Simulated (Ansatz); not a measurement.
Structure relaxation, NaCdBr$_{3}$

The relaxed structure here is a generated cell of NaCdBr3: the first start was made by placing the elements on the sites of a structure type, and the end was not matched to a known phase here, so it may be hypothetical.

The start is a generated cell, NaCdBr3 built in the GdFeO3 structure type. Cell shape, volume and atoms are optimised at zero target pressure with r2SCAN (plane waves to 500 eV, PAW, scalar-relativistic; Ansatz, a first-principles code). The first steps use a coarse 3×2×3 k-mesh.

Input geometry:
```yaml
crystal:
  lattice:
    - [7.38772, 0.00000, 0.00000]
    - [0.00000, 10.42406, 0.00000]
    - [0.00000, 0.00000, 7.36306]
  atoms:
    - { symbol: Na, position: [0.48770, 0.25000, 0.99160] }
    - { symbol: Na, position: [0.98770, 0.25000, 0.50840] }
    - { symbol: Na, position: [0.51230, 0.75000, 0.00840] }
    - { symbol: Na, position: [0.01230, 0.75000, 0.49160] }
    - { symbol: Cd, position: [0.00000, 0.00000, 0.00000] }
    - { symbol: Cd, position: [0.50000, 0.50000, 0.50000] }
    - { symbol: Cd, position: [0.00000, 0.50000, 0.00000] }
    - { symbol: Cd, position: [0.50000, 0.00000, 0.50000] }
    - { symbol: Br, position: [0.03130, 0.25000, 0.05860] }
    - { symbol: Br, position: [0.53130, 0.25000, 0.44140] }
    - { symbol: Br, position: [0.96870, 0.75000, 0.94140] }
    - { symbol: Br, position: [0.46870, 0.75000, 0.55860] }
    - { symbol: Br, position: [0.28800, 0.53700, 0.21300] }
    - { symbol: Br, position: [0.78800, 0.96300, 0.28700] }
    - { symbol: Br, position: [0.71200, 0.03700, 0.78700] }
    - { symbol: Br, position: [0.21200, 0.46300, 0.71300] }
    - { symbol: Br, position: [0.71200, 0.46300, 0.78700] }
    - { symbol: Br, position: [0.21200, 0.03700, 0.71300] }
    - { symbol: Br, position: [0.28800, 0.96300, 0.21300] }
    - { symbol: Br, position: [0.78800, 0.53700, 0.28700] }
```

| Item | Result |
|---|---|
| Largest initial force | 0.65 eV/Å, on Br9, Br10, Br11, Br12 (atoms numbered as listed) |
| Outcome | The space group stays Pnma (No. 62) (the run could not lower it), with 20 atoms in the primitive cell |
| Volume change | -1.9 %, from 28.35 to 27.80 Å³/atom |
| Shortest distances (start → end) | The closest pairs of elements (up to four, under 3.6 Å), start → end: Br–Cd 2.65 → 2.75 Å; Br–Na 3.15 → 2.97 Å |
| Band gap at the end | 2.75 eV, direct at Γ (no spin-orbit coupling) |
| Optimiser moves | 8 |

Final values are on a 4×3×4 k-mesh of the relaxed cell. No spin polarisation in the result.

The run could not lose the symmetry of its start, so the end can be a saddle point.
